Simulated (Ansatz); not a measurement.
The cell is a measured one (Crystallography Open Database entry 2102244); the temperature and pressure of the measurement aren't taken into account, and nothing was relaxed. The listed cell was then made from it by scaling, straining or moving an atom.

WC: DFT, PBEsol, PAW with Ansatz's default frozen-core files, scalar-relativistic (Ansatz 0.2.0). What sets it apart from a plain run of this crystal: volume scaled by 1.01.

Command: `ansatz run input.yaml --threads 1 --pin off --max-ram 3072MiB --backend cpu --events-out ev --progress --plain --runs-dir out` The run took 4.1 s on 1 thread of Intel(R) Xeon(R) Platinum 8488C (Sapphire Rapids), with other jobs on the host, peak memory 0.44 GiB.

```yaml
crystal:
  lattice:
    - [2.9101377242, 0.0, 0.0]
    - [-1.4550688621, 2.5202531977, 0.0]
    - [0.0, 0.0, 2.8383987401]
  atoms:
    - { symbol: W, position: [0.0, 0.0, 0.0] }
    - { symbol: C, position: [0.6666666667, 0.3333333333, 0.5] }
kpoints:
  mp_grid: { grid: [13, 13, 12] }
scf:
  occupations: { method: fermi_dirac, width: 0.05 }
hamiltonian:
  xc: pbesol
  pseudopotentials: { kind: paw }
output:
  forces: true
  stress: true
  eigenvalues: true
  efg: { contact_densities: true }
```

Output (standing set-up lines are left out):

```
Crystal: 2 atoms, lattice volume = 20.818 Å³
Space group: P-6m2 (ITA 187), of the structure as read, at distance tolerance 2.8e-5 Å
SCF iter   1: F=—  HF=-10503.731549 eV  |F-HF|=—  |Δ(HF+E_count)|=         —  Δρ=1.21e-2  dr2=2.57e-2  ethr=1.77e-3  ⟨swp⟩=5.8  Hψ=9573  notcnv=0
preconditioner: auto → none  [metal: Δε(μ)=0.068 eV  Ē_g=10.045 eV  σ=0.050 eV  W_gap=0.32  n_scr=8 (ndim 8)  ℏωp=25.7 eV  f_vac=0.000  D(μ)=0.36/eV (n_scr^D=0)  sad-step TF]
SCF iter   2: F=—  HF=-10503.729997 eV  |F-HF|=—  |Δ(HF+E_count)|=   1.55e-3  Δρ=7.68e-3  dr2=1.21e-2  ethr=1.43e-4  ⟨swp⟩=1.0  Hψ=3087  notcnv=0
SCF iter   3: F=—  HF=-10503.727892 eV  |F-HF|=—  |Δ(HF+E_count)|=   2.10e-3  Δρ=8.42e-4  dr2=8.73e-5  ethr=6.70e-5  ⟨swp⟩=2.0  Hψ=3153  notcnv=0
SCF iter   4: F=—  HF=-10503.727850 eV  |F-HF|=—  |Δ(HF+E_count)|=   4.16e-5  Δρ=2.33e-4  dr2=4.38e-6  ethr=4.85e-7  ⟨swp⟩=2.1  Hψ=3019  notcnv=0
SCF iter   5: F=—  HF=-10503.727851 eV  |F-HF|=—  |Δ(HF+E_count)|=   9.40e-7  Δρ=4.38e-5  dr2=2.06e-7  ethr=2.43e-8  ⟨swp⟩=1.4  Hψ=2240  notcnv=0
SCF iter   6: F=-10503.727851 eV  HF=-10503.727851 eV  |F-HF|=6.28e-9  |Δ(HF+E_count)|=   6.41e-9  Δρ=7.55e-6  dr2=9.96e-9  ethr=5.56e-10  ⟨swp⟩=5.0  Hψ=6597  notcnv=0
SCF 1 converged in 6 iterations: F = -10503.727851 eV  dr2 = 9.96e-9
  greatest PAW one-centre occupation: 1.000 electrons in one spin orbital (limit 2), on the W atom at site 0 (counted from 0), in its partial waves of l = 0
SCF converged after 6 iterations
Free energy (F): -10503.727851 eV
Harris-Foulkes:  -10503.727851 eV  (|F-HF|=6.28e-9)
Internal energy: -10503.725045 eV  (E = F + TS)
E sigma→0 (E₀):  -10503.726448 eV
Entropy (-TS):   -0.002806 eV (-1.403 meV/atom)
Fermi energy:    20.368751 eV
--- Per-component energies (eV) ---
  E_band       = -61.881709
  E_kinetic    = 541.198505
  E_local      = -669.407293  (includes V_loc(G=0)·N_el)
  E_nonlocal   = 28.061560
  E_hartree    = 235.657612
  E_xc         = -314.319033
  E_vxc        = -299.774952  (∫ρ·V_xc dr)
  E_paw        = -8530.794061  (= ΣΔE_a)
  E_vpaw       = -133.271988  (= ΣTr[D̂ρ^β])
  E_aug_tail   = -0.000059  (compensation charges beyond the density's cutoff)
  E_ewald      = -1794.365167
  E_core_change = 0.242893  (= ΣΔE_core)
  E_smearing   = -0.002806  (= −TS)
  E_closure    = -0.000000  (closes the sum)
  Σ components = -10503.727851   (vs F -10503.727851, Δ=0.00e0)
--- Forces (eV/Å), atoms counted from 1 ---
  atom   1  W      0.00000000    -0.00000000     0.00000000
  atom   2  C      0.00000000    -0.00000000     0.00000000
  max |Σ_I F_I| component: 4.07e-16 eV/Å
--- Stress (GPa, compression-positive) ---
       -4.422320       0.000000      -0.000000
        0.000000      -4.422320      -0.000000
       -0.000000      -0.000000      -5.481780
  P = ⅓ Tr σ = -4.7755 GPa (-47.755 kbar)
--- PAW observables at the nuclei: V_zz in 10²¹ V/m², potentials from the cell's mean, atoms counted from 1 ---
  atom   1  W  V_zz =   -13.909828   η = 0.0000   by run symmetry: allowed
            electrostatic potential = -14818.191930 V   contact ρ = 8810897.977467 e/Å³
  atom   2  C  V_zz =    +0.070616   η = 0.0000   by run symmetry: allowed
            electrostatic potential = -431.456557 V   contact ρ = 861.034095 e/Å³
--- Band table (eV; the first three rows and the last of 147) ---
  k-point 0: bands = ["-53.5223", "-17.5381", "-17.4368", "-17.4368", "5.9642", "16.0508", "17.0337", "17.0337", "20.4792", "23.5708", "23.5708", "25.9872", "25.9872"]
  k-point 1: bands = ["-53.5196", "-17.5906", "-17.4323", "-17.4323", "6.1342", "15.9669", "17.1109", "17.1109", "20.4548", "23.0005", "23.0005", "26.3178", "26.3178"]
  k-point 2: bands = ["-53.5121", "-17.7317", "-17.4200", "-17.4200", "6.6235", "15.5815", "17.3319", "17.3319", "20.6278", "21.9579", "21.9579", "26.5830", "26.5830"]
  k-point 146: bands = ["-53.4180", "-18.0909", "-17.9619", "-17.8369", "9.4687", "13.2410", "14.9335", "18.7292", "19.6564", "24.8449", "26.7087", "27.6689", "29.5310"]
```
